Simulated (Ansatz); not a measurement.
How Cd (P6_3/mmc) stiffens under pressure

```
Cd
1.0
     2.96249    0.00000    0.00000
    -1.48125    2.56559    0.00000
     0.00000    0.00000    5.79646
Cd
2
Direct
  0.33333 0.66667 0.25000
  0.66667 0.33333 0.75000
```

This is the zero-pressure cell. At each pressure cell and atoms are relaxed in this structure, and the constants are slopes of the stress at strains of ±0.005 with relaxed ions (the coefficients that govern stability under load). Level: r²SCAN, PAW on Ansatz 0.2.0's default frozen-core files (fitted under PBE), scalar-relativistic; k mesh 18×18×8, strains of ±0.005, Fermi-Dirac smearing of 0.050 eV, cutoff 500 eV. P is the pressure of the relaxed cell, less that of this one.

```tsv
P (GPa)	V/V₀	C11 (GPa)	C12 (GPa)	C13 (GPa)	C33 (GPa)	C44 (GPa)
0.00	1.0000	147.3	34.3	23.3	58.8	15.4
1.01	0.9800	154.3	39.1	29.0	64.4	16.1
2.00	0.9626	157.7	44.1	36.7	65.6	15.7
3.99	?	?	?	?	?	?
7.01	0.8919	160.1	88.4	59.5	116.2	37.5
9.98	0.8650	178.1	98.5	76.3	126.4	41.6
15.02	0.8226	209.2	92.1	118.4	123.0	56.2
```

Problem. Does the bulk modulus from the constants agree with the pressure-volume curve?

Solution. A third-order Birch-Murnaghan fit to the volumes shown (F against f, f = [(V₀/V)^(2/3) − 1]/2) gives B₀ = 47.5 GPa and B′ = 4.9. Its −V dP/dV stands beside the Reuss value 1/ΣS_ij (i, j ≤ 3):

```csv
P (GPa),from P(V),from the constants
0.00,47.5,46.6
1.01,52.4,52.2
2.00,57.0,56.6
7.01,80.5,89.7
9.98,92.0,104.0
15.02,113.7,122.4
```

Problem. What are the pressure derivatives at zero pressure?

Solution. Slopes at V₀ of quadratic fits in −ln(V/V₀) through the first four rows shown, divided by B₀: dC11/dP = 7.5, dC12/dP = 3.2, dC13/dP = 7.5, dC33/dP = 0.9, dC44/dP = -1.5. The mean slopes up to 2.0 GPa are 5.2, 4.9, 6.7, 3.4, 0.2; curvature and scatter of the constants part the two.

Problem. Fill the row at 3.99 GPa.

Solution. Cubic fits in −ln(V/V₀) through all rows shown give C11 = 159.1, C12 = 62.6, C13 = 44.8, C33 = 86.5, C44 = 23.3 GPa. Computed: V/V₀ = 0.9307, C11 (GPa) = 154.0, C12 (GPa) = 56.0, C13 (GPa) = 57.3, C33 (GPa) = 60.7, C44 (GPa) = 20.3.

Problem. Does a shear stiffness soften?

Solution. C44 goes from 15.4 to 56.2 GPa; (C11 − C12)/2 goes from 56.5 to 58.6 GPa. Neither ends more than 3 % under its start, and the lattice stays mechanically stable over this range.

Keep in mind: no other phase was computed; many crystals of this kind change structure within this range, and rows or crossings beyond such a change describe a metastable lattice; frozen-core PAW files fitted under PBE, their cores solved anew for the functional of the run; responses of metals move with mesh and smearing; elastic stability says nothing of phonons or of other phases; phonons weren't checked at these pressures.
